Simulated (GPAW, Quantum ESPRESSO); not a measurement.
Given: the input of a run of GPAW 26.7.0 (ASE script) on MnPt2. The cell comes from a database or a generator and needn't be the stable form of this composition.

The input run.py:

```python
from ase import Atoms
from ase.dft.bandgap import bandgap
from ase.io import write
from ase.units import GPa
from gpaw import GPAW, PW

atoms = Atoms(['Pt', 'Pt', 'Mn'],
              cell=[[2.8584044518, 0.0, 0.0],
                    [-1.4292022259, 2.4754508696, 0.0],
                    [0.0, 0.0, 6.532504]],
              scaled_positions=[[0.6666666667, 0.3333333333, 0.316206],
                                [0.3333333333, 0.6666666667, 0.683794],
                                [0.0, 0.0, 0.0]],
              pbc=True)
atoms.set_initial_magnetic_moments([0.0, 0.0, 4.0])

calc = GPAW(mode=PW(600),
            xc='PBE',
            kpts={'size': (11, 11, 4), 'gamma': True},
            occupations={'name': 'fermi-dirac', 'width': 0.05},
            nbands=41,
            convergence={'density': 1e-05, 'energy': 1e-05},
            maxiter=150,
            txt='gpaw.txt')
atoms.calc = calc
energy = atoms.get_potential_energy()
forces = atoms.get_forces()
stress = atoms.get_stress()
calc.write('gs.gpw')
write('result.traj', atoms)
print(f'Energy: {energy:.6f} eV')
print('Forces (eV/A):')
print(forces.round(4))
print('Stress (GPa):', (stress / GPa).round(3))
print('Moments:', calc.get_magnetic_moments().round(3))
print('Fermi level:', round(calc.get_fermi_level(), 4), 'eV')
print(f'Gap: {bandgap(calc)[0]:.4f} eV, direct: {bandgap(calc, direct=True)[0]:.4f} eV')
```

Potentials or basis: GPAW PAW data sets (gpaw-data 1.2.1), pw.

The run is started by

```sh
$ OMP_NUM_THREADS=1 python run.py
```

Q: What does the same run look like in Quantum ESPRESSO 7.5? Potentials or basis there: SSSP 1.3 efficiency PBE, cutoff 884 eV.

A: As run (cutoffs and basis follow the program's own potentials, and thresholds, step limits or extra output files can differ):

File pw.in:

```
&CONTROL
  calculation = 'scf'
  prefix = 'pwscf'
  outdir = './tmp'
  pseudo_dir = './pseudo'
  tprnfor = .true.
  tstress = .true.
  disk_io = 'nowf'
/
&SYSTEM
  ibrav = 0
  nat = 3
  ntyp = 2
  ecutwfc = 65
  ecutrho = 780
  nbnd = 36
  occupations = 'smearing'
  smearing = 'fd'
  degauss = 0.00367493
  nspin = 2
  starting_magnetization(1) = 0
  starting_magnetization(2) = 0.2667
/
&ELECTRONS
  conv_thr = 6d-10
  electron_maxstep = 120
  mixing_beta = 0.3
/
ATOMIC_SPECIES
Pt   195.0840 pt_pbe_v1.4.uspp.F.UPF
Mn    54.9380 mn_pbe_v1.5.uspp.F.UPF
CELL_PARAMETERS angstrom
   2.8584044518    0.0000000000    0.0000000000
  -1.4292022259    2.4754508696    0.0000000000
   0.0000000000    0.0000000000    6.5325040000
ATOMIC_POSITIONS crystal
Pt     0.6666666667    0.3333333333    0.3162060000
Pt     0.3333333333    0.6666666667    0.6837940000
Mn     0.0000000000    0.0000000000    0.0000000000
K_POINTS automatic
11 11 4 0 0 0
```

Potentials or basis: SSSP 1.3 efficiency PBE.

Run with:

```sh
$ OMP_NUM_THREADS=1 mpirun -n 2 pw.x -nk 2 -in pw.in > pw.out
```

Both were run:

|  | GPAW | Quantum ESPRESSO |
| --- | --- | --- |
| Pressure | -0.3 GPa | -0.9 GPa |
| Net moment | 4.51 μB per cell | 4.58 μB per cell |

The magnetic state is the one that the start led to; the real crystal's order can differ.

Pressure is positive in compression.
